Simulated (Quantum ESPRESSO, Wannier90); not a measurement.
# Zn2SeS (P-4m2): Wannier90 run

Structure: Materials Project mp-1215430, symmetrised, not relaxed again. Not found in the COD (Crystallography Open Database) copy used; not checked further. Level: PBEsol, no spin polarisation, no spin-orbit coupling; pw.x of Quantum ESPRESSO at 69 Ry with PseudoDojo potentials, 8×8×6 k-points, Wannier90. Density: 8×8×6 mesh, cold smearing 0.01 Ry. Spin-orbit coupling, left out, would split the p-like bands by a few tenths of an eV.

```
begin unit_cell_cart
ang
    3.9092900000    0.0000000000    0.0000000000
    0.0000000000    3.9092900000    0.0000000000
    0.0000000000    0.0000000000    5.5221200000
end unit_cell_cart
mp_grid = 8 8 6
```

### Question
Which shells of neighbouring k-points and which b-vectors and weights does Wannier90 pick for this cell and mesh?

### Answer
```
 *---------------------------------- K-MESH ----------------------------------*
 +----------------------------------------------------------------------------+
 |                    Distance to Nearest-Neighbour Shells                    |
 |                    ------------------------------------                    |
 |          Shell             Distance (Ang^-1)          Multiplicity         |
 |          -----             -----------------          ------------         |
 |             1                   0.189637                      2            |
 |             2                   0.200906                      4            |
 |             3                   0.276270                      8            |
 |             4                   0.284123                      4            |
 |             5                   0.341597                      8            |
 |             6                   0.379274                      2            |
 |             7                   0.401811                      4            |
 |             8                   0.429199                      8            |
       ... (lines left out)
 +----------------------------------------------------------------------------+
 | The b-vectors are chosen automatically                                     |
 | The following shells are used:                       1,  2                 |
 +----------------------------------------------------------------------------+
 |                        Shell   # Nearest-Neighbours                        |
 |                        -----   --------------------                        |
 |                          1               2                                 |
 |                          2               4                                 |
 +----------------------------------------------------------------------------+
 | Completeness relation is fully satisfied [Eq. (B1), PRB 56, 12847 (1997)]  |
 +----------------------------------------------------------------------------+
 |                  b_k Vectors (Ang^-1) and Weights (Ang^2)                  |
 |                  ----------------------------------------                  |
 |            No.         b_k(x)      b_k(y)      b_k(z)        w_b           |
 |            ---        --------------------------------     --------        |
 |             1         0.000000    0.000000    0.189637    13.903510        |
 |             2         0.000000    0.000000   -0.189637    13.903510        |
 |             3         0.000000    0.200906    0.000000    12.387567        |
 |             4         0.200906    0.000000    0.000000    12.387567        |
 |             5         0.000000   -0.200906    0.000000    12.387567        |
 |             6        -0.200906    0.000000    0.000000    12.387567        |
```
